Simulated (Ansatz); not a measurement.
## YSi: strain energy, fitted

YSi, Cmcm, a = 4.234 Å, b = 10.453 Å, c = 3.808 Å. The structure is a Materials Project entry; whether it is the stable form wasn't checked. Ansatz: PBEsol, PAW, 420 eV, Γ-centred 8×4×10 mesh on 8 atoms, Gaussian smearing 0.10 eV; no spin polarisation. Series: biaxial strain in the a-b plane, c and atoms relaxed; x is the strain in per cent. y is the free energy over the unstrained cell, V0 = 21.068 Å³/atom.

| x (%) | y (meV/atom) |
| --- | --- |
| -3.0 | 28.03 |
| -2.0 | 12.41 |
| -1.0 | 3.17 |
| 0.0 | 0.00 |
| 1.0 | 2.44 |
| 2.0 | 10.17 |
| 3.0 | ? |

Problem. Fit y = c2 x² + c3 x³ to the other rows, turn c2 into a modulus, and predict the missing energy.

Solution. Least squares on the rows shown. y = 2.7851 x² − 0.11489 x³. In eV per unit strain² c2 is 27.85; M is the biaxial modulus (E = M V0 ε²): 27.85 × 160.2 / (21.068) = 212 GPa. With a term in x⁴ added, the coefficient of x² becomes 2.912, 5 % more, which shows how far this figure hangs on the form. At x = 3.0 the fit asked for gives 21.96 meV/atom. The run gave 22.74 meV/atom, so the fit is 0.78 meV/atom too low, 2.8 % of the span of the series, against an rms of 0.23 meV/atom on the fitted rows. The row lies outside the fitted range. With a term in x⁴ added, a fit to the same known rows predicts 20.42 meV/atom, further off still.